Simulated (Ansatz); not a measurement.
The cell was built from the CsCl type and relaxed in the same program, and has space group Pm-3m; it needn't be a known or the stable phase.

BiAs: DFT, PBE, PAW with Ansatz's default frozen-core files, scalar-relativistic (Ansatz 0.2.0).

Command: `ansatz run input.yaml --threads 1 --pin off --max-ram 2048MiB --backend cpu --events-out ev --progress --plain --runs-dir out` The run took 16 s on 1 thread of Intel(R) Xeon(R) Platinum 8488C (Sapphire Rapids), on a shared host, peak memory 0.5 GiB.

```yaml
crystal:
  lattice:
    - [3.6940488986, 0.0, 0.0]
    - [0.0, 3.6940488986, 0.0]
    - [0.0, 0.0, 3.6940488986]
  atoms:
    - { symbol: As, position: [0.0, 0.0, 0.0] }
    - { symbol: Bi, position: [0.5, 0.5, 0.5] }
kpoints:
  mp_grid: { grid: [13, 13, 13] }
  band_path:
    path:
      - [0.0, 0.0, 0.0]
      - [0.0, 0.5, 0.0]
      - [0.5, 0.5, 0.0]
      - [0.0, 0.0, 0.0]
      - [0.5, 0.5, 0.5]
      - [0.0, 0.5, 0.0]
      - [0.5, 0.5, 0.5]
      - [0.5, 0.5, 0.0]
    npoints: 14
scf:
  occupations: { method: fermi_dirac, width: 0.05 }
hamiltonian:
  xc: pbe
  pseudopotentials: { kind: paw }
output:
  forces: true
  stress: true
  eigenvalues: true
  efg: { contact_densities: true }
  populations: true
  bader: true
  dos: { projected: true, de: 0.2, e_range: [-14, 8] }
  write_density: true
  write_potential: true
  elf: true
  volumetric_format: npy
```

Output:

```
Bi: output.efg is read without spin–orbit coupling, which moves field gradients at and beside such atoms by some per cent and up to a factor of two; PAW files take it under magnetization.noncollinear and magnetization.spin_orbit
Engine: ansatz 0.2.0
Pseudopotentials: kind: paw
Pseudopotential: As, paw, valence charge 15, recommended cutoff 420 eV (normal)
Pseudopotential: Bi, paw, valence charge 15, recommended cutoff 420 eV (normal)
Functional definition: PBE
  parameter kappa = 0.804
  parameter beta = 0.06672455060314922
  exchange = pbe_x(kappa = kappa, mu = beta*pi^2/3)
  correlation = pbe_c(beta = beta)
Crystal: 2 atoms, lattice volume = 50.409 Å³
Basis set: ecut = 420 eV, 1021 PW (Γ), exchange–correlation on 50×50×50 points (8 copies of the dense FFT grid, shifted against one another)
Bands: 19, of which v1, the nominal top of the filled ones, is band 15 counted from 1 (14 counted from 0)
Symmetry: 48 space group operations
Space group: Pm-3m (ITA 221), of the structure as read, at distance tolerance 3.7e-5 Å
k-points: 84 of 2197
Non-local potential: As, projectors of the file, l = 0: 2, l = 1: 2, l = 2: 3, l = 3: 1
Non-local potential: Bi, projectors of the file, l = 0: 2, l = 1: 2, l = 2: 2, l = 3: 2
PAW form: soft (Blöchl's): semilocal exchange-correlation on the pseudo side does not see the compensation charge
PAW one-centre angular grid: As, 590 points (default); XC on 64 Gauss nodes
PAW one-centre angular grid: Bi, 590 points (default); XC on 64 Gauss nodes
Initial density: superposition of atomic densities (neutral atoms: chi_scale 0, normalization atom), corrected by the library's trained network
Initial wavefunctions: pseudopotential atomic-orbital guess
Functional: x = pbe(κ = 0.804, μ = 0.2195149727645171), c = pbe(β = 0.06672455060314922)
SCF iter   1: F=—  HF=-17252.186699 eV  |F-HF|=—  |Δ(HF+E_count)|=         —  Δρ=1.17e-3  dr2=1.16e-3  ethr=1.77e-3  ⟨swp⟩=6.0  Hψ=7278  notcnv=0
preconditioner: auto → Kerker (q_TF=auto, 2.502 Å⁻¹)  [metal: Δε(μ)=0.031 eV  Ē_g=18.090 eV  σ=0.050 eV  W_gap=0.15  n_scr=18 (ndim 8)  ℏωp=23.4 eV  f_vac=0.000  D(μ)=1.12/eV (n_scr^D=6)]
SCF iter   2: F=—  HF=-17252.185716 eV  |F-HF|=—  |Δ(HF+E_count)|=   9.82e-4  Δρ=6.53e-4  dr2=3.15e-4  ethr=3.88e-6  ⟨swp⟩=2.3  Hψ=3046  notcnv=0
SCF iter   3: F=—  HF=-17252.185730 eV  |F-HF|=—  |Δ(HF+E_count)|=   1.36e-5  Δρ=2.23e-4  dr2=3.17e-5  ethr=1.05e-6  ⟨swp⟩=2.3  Hψ=2206  notcnv=0
SCF iter   4: F=—  HF=-17252.185737 eV  |F-HF|=—  |Δ(HF+E_count)|=   7.14e-6  Δρ=9.19e-5  dr2=4.86e-6  ethr=1.06e-7  ⟨swp⟩=2.0  Hψ=2810  notcnv=0
SCF iter   5: F=—  HF=-17252.185736 eV  |F-HF|=—  |Δ(HF+E_count)|=   9.79e-7  Δρ=4.86e-5  dr2=1.28e-6  ethr=1.62e-8  ⟨swp⟩=2.5  Hψ=2902  notcnv=0
SCF iter   6: F=-17252.185736 eV  HF=-17252.185736 eV  |F-HF|=1.25e-8  |Δ(HF+E_count)|=   2.32e-7  Δρ=1.24e-5  dr2=3.99e-8  ethr=3.33e-10  ⟨swp⟩=7.4  Hψ=11504  notcnv=0
SCF 1 converged in 6 iterations: F = -17252.185736 eV  dr2 = 3.99e-8
  greatest PAW one-centre occupation: 0.999 electrons in one spin orbital (limit 2), on the As atom at site 0 (counted from 0), in its partial waves of l = 2
NSCF: frozen V_eff on 99 k-points
SCF converged after 6 iterations
Free energy (F): -17252.185736 eV
Harris-Foulkes:  -17252.185736 eV  (|F-HF|=1.25e-8)
Internal energy: -17252.176155 eV  (E = F + TS)
E sigma→0 (E₀):  -17252.180946 eV
Entropy (-TS):   -0.009581 eV (-4.790 meV/atom)
Fermi energy:    11.807286 eV
--- Per-component energies (eV) ---
  E_band       = -290.592689
  E_kinetic    = 403.487593
  E_local      = -2943.574885  (includes V_loc(G=0)·N_el)
  E_nonlocal   = -110.301140
  E_hartree    = 1317.881220
  E_xc         = -230.698755
  E_vxc        = -223.610868  (∫ρ·V_xc dr)
  E_paw        = -12497.126245  (= ΣΔE_a)
  E_vpaw       = -52.358931  (= ΣTr[D̂ρ^β])
  E_aug_tail   = -0.000411  (compensation charges beyond the density's cutoff)
  E_ewald      = -3191.843532
  E_smearing   = -0.009581  (= −TS)
  E_closure    = -0.000000  (closes the sum)
  Σ components = -17252.185736   (vs F -17252.185736, Δ=0.00e0)
--- Forces (eV/Å), atoms counted from 1 ---
  atom   1  As    -0.00000000    -0.00000000     0.00000000
  atom   2  Bi     0.00000000    -0.00000000     0.00000000
  max |Σ_I F_I| component: 5.91e-29 eV/Å
--- Stress (GPa, compression-positive) ---
        0.014296       0.000000       0.000000
       -0.000000       0.014296       0.000000
        0.000000       0.000000       0.014296
  P = ⅓ Tr σ = 0.0143 GPa (0.143 kbar)
--- PAW observables at the nuclei: V_zz in 10²¹ V/m², potentials from the cell's mean, atoms counted from 1 ---
  atom   1  As V_zz =    +0.000000   η = 0.0000   by run symmetry: forbidden
            electrostatic potential = -4519.244652 V   contact ρ = 235526.233379 e/Å³
  atom   2  Bi V_zz =    +0.000000   η = 0.0000   by run symmetry: forbidden
            electrostatic potential = -17831.621679 V   contact ρ = 17906539.110465 e/Å³
--- Band table (eV; the first three rows and the last of 84) ---
  k-point 0: bands = ["-23.8139", "-23.8139", "-23.8129", "-23.8129", "-23.8129", "-11.3663", "-11.3663", "-11.2714", "-11.2714", "-11.2714", "-2.1199", "4.2363", "9.9346", "9.9346", "9.9346", "15.7011", "15.7011", "17.3374", "17.3374"]
  k-point 1: bands = ["-23.8139", "-23.8137", "-23.8129", "-23.8129", "-23.8129", "-11.3660", "-11.3616", "-11.2729", "-11.2729", "-11.2713", "-2.0578", "4.1040", "9.8481", "10.0026", "10.0026", "15.7534", "16.0111", "17.0005", "17.1495"]
  k-point 2: bands = ["-23.8139", "-23.8132", "-23.8130", "-23.8130", "-23.8129", "-11.3655", "-11.3487", "-11.2770", "-11.2770", "-11.2709", "-1.8721", "3.7170", "9.7091", "10.2047", "10.2047", "15.7560", "15.9098", "16.6263", "16.6263"]
  k-point 83: bands = ["-23.8145", "-23.8145", "-23.8145", "-23.8090", "-23.8090", "-11.3251", "-11.3248", "-11.3248", "-11.2384", "-11.2384", "2.2775", "2.3730", "8.5786", "8.9135", "8.9135", "9.7886", "9.7886", "10.2979", "25.9875"]
--- Löwdin populations: 2 sites ---
  site symbol       q [e]
     0     As     15.2883
     1     Bi     14.6205
  spilling = 0.003040 (of n_electrons = 30.000000)
--- Bader charges: 2 sites ---
  site symbol  charge [e]  shift [e]
     0     As     -0.4869     0.0000
     1     Bi      0.4869     0.0000
  estimated error of the sums over rays = 2.9e-4 e
```

populations.tsv:

```
# site	symbol	l	j	q
# orbitals = lowdin
# n_electrons = 30.000000
# spilling = 0.003040
0	As	0_4S	-	1.894143
0	As	1_4P	-	3.394484
0	As	2_3D	-	9.999636
1	Bi	0_6S	-	1.950167
1	Bi	1_6P	-	2.672563
1	Bi	2_5D	-	9.997799
```

bader_charges.tsv:

```
# site	symbol	x_ang	y_ang	z_ang	partial_charge_e	electrons	volume_ang3	relative_density_drop	shared_charge_e	partial_wave_shift_e
# quadrature_error_electrons = 2.9e-4
0	As	0.0000	0.0000	0.0000	-0.48695	33.48695	24.65	-	-0.48695	0.00000
1	Bi	1.8470	1.8470	1.8470	0.48695	82.51305	25.76	-	0.48695	0.00000
```
